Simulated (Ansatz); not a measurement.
Method: DFT PBE, scalar-relativistic, plane waves, PAW (Ansatz 0.2.0). All cells share a 420 eV cutoff and Γ-centred k meshes spaced at most about 0.3 Å⁻¹ (about 0.25 or finer for metals, 2π included). No spin polarisation in the final relaxations.

Temperature and zero-point effects are left out. All come from trial cells, and lower structures may exist.

Question: Which of these relaxed structures of Bi4Te is the lowest in energy?
A.

```
CELL_PARAMETERS angstrom
5.61375 0.00000 0.00000
-2.80687 4.86165 0.00000
0.00000 0.00000 6.58380
ATOMIC_POSITIONS crystal
Bi 0.33333 0.66667 0.75103
Bi 0.33333 0.66667 0.24897
Bi 0.66667 0.33333 0.24897
Bi 0.66667 0.33333 0.75103
Te 0.00000 0.00000 0.00000
```

B.

```
CELL_PARAMETERS angstrom
5.90598 0.00000 0.00000
0.00000 5.90598 0.00000
0.00000 0.00000 5.90598
ATOMIC_POSITIONS crystal
Bi 0.31063 0.31063 0.31063
Bi 0.68937 0.68937 0.31063
Bi 0.31063 0.68937 0.68937
Bi 0.68937 0.31063 0.68937
Te 0.00000 0.00000 0.00000
```

C.

```
CELL_PARAMETERS angstrom
3.42269 1.97609 5.21908
-3.42269 1.97609 5.21908
0.00000 -3.95218 5.21908
ATOMIC_POSITIONS crystal
Bi 0.50000 0.50000 0.50000
Bi 0.55831 0.44169 0.00000
Bi 0.00000 0.55831 0.44169
Bi 0.44169 0.00000 0.55831
Te 0.00000 0.00000 0.00000
```

D.

```
CELL_PARAMETERS angstrom
-3.61825 3.61825 3.61825
3.61825 -3.61825 3.61825
3.61825 3.61825 -3.61825
ATOMIC_POSITIONS crystal
Bi 0.00000 0.00000 0.50000
Bi 0.50000 0.00000 0.00000
Bi 0.00000 0.50000 0.00000
Bi 0.50000 0.50000 0.50000
Te 0.00000 0.00000 0.00000
```

Answer: A. It has space group P6/mmm (No. 191); the next, C, with space group R32 (No. 155), lies 94 meV/atom higher. Counting Bi atoms around Te (those within 1.25 times the shortest such distance or 1.15 times the sum of covalent radii, 1.27 where that leaves under three; the shortest distance is added where it exceeds 1.18 times the sum of covalent radii), the lowest has Te 12 from 3.6 Å and the next has Te 3. Even the lowest lies +0.11 eV/atom against the elements.

Spin–orbit coupling, which can matter for Bi and Te, is left out. A magnetic state wasn't ruled out in cells without spin, among them P-43m. Cells relaxed within their symmetry can be saddle points. Some structure types and database cells were kept out of the candidates from the start, so a known form may be missing.
